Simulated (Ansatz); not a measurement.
Input, command and steps of an Ansatz relaxation.

```yaml
crystal:
  lattice:
    - [1.4895914641, 0.8600160328, 15.6948489737]
    - [-1.4895914641, 0.8600160328, 15.6948489737]
    - [0.0, -1.7200320656, 15.6948489737]
  atoms:
    - { symbol: Ti, position: [0.5, 0.5, 0.5] }
    - { symbol: Ti, position: [0.7842584643, 0.7842584643, 0.7842584643] }
    - { symbol: Ti, position: [0.6904299589, 0.6904299589, 0.6904299589] }
    - { symbol: Ti, position: [0.3095700411, 0.3095700411, 0.3095700411] }
    - { symbol: Ti, position: [0.2157415357, 0.2157415357, 0.2157415357] }
    - { symbol: Al, position: [0.5961451152, 0.5961451152, 0.5961451152] }
    - { symbol: Al, position: [0.4038548848, 0.4038548848, 0.4038548848] }
    - { symbol: C, position: [0.8600188125, 0.8600188125, 0.8600188125] }
    - { symbol: C, position: [0.1399811875, 0.1399811875, 0.1399811875] }
    - { symbol: C, position: [0.0, 0.0, 0.0] }
basis:
  ecutwfc: 420
kpoints:
  mp_grid: { grid: [12, 12, 12] }
hamiltonian:
  xc: pbesol
scf:
  occupations: { method: gaussian, width: 0.1 }
output:
  forces: true
  stress: true
  eigenvalues: true
relax:
  adjacent_minimum: "off"
  f_tol: 0.008
  max_steps: 50
  cell: { stress_tol: 0.08, p_target: 12.0 }
```

```bash
ansatz run input.yaml --threads 2 --pin off --max-ram 5120MiB --backend cpu --events-out ev --progress --plain --runs-dir out
```

Level of theory: Ansatz 0.2.0, DFT PBEsol, scalar-relativistic, plane waves, PAW.

Of 6 frames 5 are shown, positions in Å and forces in eV/Å; the SCF threshold varies from step to step. Steps run on the plane waves of an earlier cell, with a Pulay correction in the pressure. The basis is chosen afresh for the last frame, the zero of the energies, and at times for earlier ones too; energy and pressure can step there, also at an unchanged geometry. Where two frames share a geometry here, they differ by under 2 meV/atom and 0.3 GPa. The relaxation lowers the enthalpy F + PV at the target pressure, so the free energy itself can rise.

```xyz
10
Lattice="1.4896 0.8600 15.6948 -1.4896 0.8600 15.6948 0.0000 -1.7200 15.6948" Properties=species:S:1:pos:R:3:forces:R:3 pbc="T T T" step=1 free_energy_over_end_meV_per_atom=3.33 pressure_GPa=13.56
Ti    0.0000    0.0000   23.5423    0.0000    0.0000    0.0000
Ti    0.0000    0.0000   36.9265    0.0000    0.0000   -0.4812
Ti    0.0000    0.0000   32.5086    0.0000    0.0000    0.4605
Ti    0.0000    0.0000   14.5760    0.0000    0.0000   -0.4605
Ti    0.0000    0.0000   10.1581    0.0000    0.0000    0.4812
Al    0.0000    0.0000   28.0692    0.0000    0.0000   -0.0086
Al    0.0000    0.0000   19.0153    0.0000    0.0000    0.0086
C     0.0000    0.0000   40.4936    0.0000    0.0000   -0.0964
C     0.0000    0.0000    6.5910    0.0000    0.0000    0.0964
C     0.0000    0.0000    0.0000    0.0000    0.0000    0.0000
10
Lattice="1.4875 0.8588 15.6466 -1.4875 0.8588 15.6466 0.0000 -1.7176 15.6466" Properties=species:S:1:pos:R:3:forces:R:3 pbc="T T T" step=2 free_energy_over_end_meV_per_atom=7.16 pressure_GPa=13.29
Ti    0.0000    0.0000   23.4698    0.0000    0.0000    0.0000
Ti    0.0000    0.0000   36.7708    0.0000    0.0000    0.0849
Ti    0.0000    0.0000   32.4299    0.0000    0.0000   -0.0728
Ti    0.0000    0.0000   14.5098    0.0000    0.0000    0.0728
Ti    0.0000    0.0000   10.1689    0.0000    0.0000   -0.0849
Al    0.0000    0.0000   27.9902    0.0000    0.0000    0.0172
Al    0.0000    0.0000   18.9495    0.0000    0.0000   -0.0172
C     0.0000    0.0000   40.3893    0.0000    0.0000   -0.1310
C     0.0000    0.0000    6.5504    0.0000    0.0000    0.1310
C     0.0000    0.0000    0.0000    0.0000    0.0000    0.0000
10
Lattice="1.4922 0.8615 15.6689 -1.4922 0.8615 15.6689 0.0000 -1.7230 15.6689" Properties=species:S:1:pos:R:3:forces:R:3 pbc="T T T" step=3 free_energy_over_end_meV_per_atom=-0.39 pressure_GPa=11.91
Ti    0.0000    0.0000   23.5034    0.0000    0.0000    0.0000
Ti    0.0000    0.0000   36.8371    0.0000    0.0000   -0.0204
Ti    0.0000    0.0000   32.4715    0.0000    0.0000   -0.0033
Ti    0.0000    0.0000   14.5353    0.0000    0.0000    0.0033
Ti    0.0000    0.0000   10.1696    0.0000    0.0000    0.0204
Al    0.0000    0.0000   28.0274    0.0000    0.0000    0.0000
Al    0.0000    0.0000   18.9793    0.0000    0.0000    0.0000
C     0.0000    0.0000   40.4374    0.0000    0.0000   -0.0388
C     0.0000    0.0000    6.5694    0.0000    0.0000    0.0388
C     0.0000    0.0000    0.0000    0.0000    0.0000    0.0000
10
Lattice="1.4916 0.8611 15.6771 -1.4916 0.8611 15.6771 0.0000 -1.7223 15.6771" Properties=species:S:1:pos:R:3:forces:R:3 pbc="T T T" step=4 free_energy_over_end_meV_per_atom=-0.09 pressure_GPa=11.99
Ti    0.0000    0.0000   23.5156    0.0000    0.0000    0.0000
Ti    0.0000    0.0000   36.8565    0.0000    0.0000   -0.0129
Ti    0.0000    0.0000   32.4883    0.0000    0.0000   -0.0030
Ti    0.0000    0.0000   14.5430    0.0000    0.0000    0.0030
Ti    0.0000    0.0000   10.1747    0.0000    0.0000    0.0129
Al    0.0000    0.0000   28.0420    0.0000    0.0000   -0.0015
Al    0.0000    0.0000   18.9892    0.0000    0.0000    0.0015
C     0.0000    0.0000   40.4572    0.0000    0.0000   -0.0181
C     0.0000    0.0000    6.5740    0.0000    0.0000    0.0181
C     0.0000    0.0000    0.0000    0.0000    0.0000    0.0000
10
Lattice="1.4915 0.8611 15.6754 -1.4915 0.8611 15.6754 0.0000 -1.7223 15.6754" Properties=species:S:1:pos:R:3:forces:R:3 pbc="T T T" step=6 free_energy_over_end_meV_per_atom=0.00 pressure_GPa=12.01
Ti    0.0000    0.0000   23.5131    0.0000    0.0000    0.0000
Ti    0.0000    0.0000   36.8522    0.0000    0.0000    0.0018
Ti    0.0000    0.0000   32.4847    0.0000    0.0000    0.0018
Ti    0.0000    0.0000   14.5415    0.0000    0.0000   -0.0018
Ti    0.0000    0.0000   10.1740    0.0000    0.0000   -0.0018
Al    0.0000    0.0000   28.0389    0.0000    0.0000    0.0012
Al    0.0000    0.0000   18.9873    0.0000    0.0000   -0.0012
C     0.0000    0.0000   40.4520    0.0000    0.0000    0.0032
C     0.0000    0.0000    6.5742    0.0000    0.0000   -0.0032
C     0.0000    0.0000    0.0000    0.0000    0.0000    0.0000
```

Time: 4.1 min on 2 threads of Arm Neoverse V1 (shared host), peak memory 1 GiB.